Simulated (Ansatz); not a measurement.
BAs:
Space group P6₄22 (No. 181); a = b = 3.429 Å, c = 7.403 Å, α = β = 90.00°, γ = 120.00°

| atom | site | symmetry | x | y | z |
|---|---|---|---|---|---|
| B | 3c | 222 | 0.5000 | 0.0000 | 0.0000 |
| As | 3d | 222 | 0.5000 | 0.0000 | 0.5000 |

Relaxed with PBEsol.

Problem. Decompose the optical modes at the zone centre into irreducible representations, and say which are infrared and Raman allowed.

Solution. Point group 622: Γ_opt = A2 + 2B1 + 2B2 + 3E1 + 2E2. Infrared: A2, E1. Raman: E1, E2.

Problem. Assign frequencies (DFPT, DFT-PBEsol in the program Ansatz with PAW potentials; without the LO–TO term).

Solution. B1 170, B2 170, E1 174, E2 268, B1 419, E1 500, A2 615, E2 633, E1 660, B2 664 cm⁻¹.

Subscripts of B labels follow the axes of the standard setting.

Space group P6_422. The start of the workflow was typed in or built on a structure type; neither database checked (COD, Materials Project) lists it. It is not the phase usual at ambient conditions (space group No. 216). The cell was relaxed with PBEsol under the symmetry of its start; of distortions, only those at the zone centre were tested. Its formation energy is positive at this level, so the cell may be metastable or incomplete.

Potentials: the later of the program's two PAW sets.
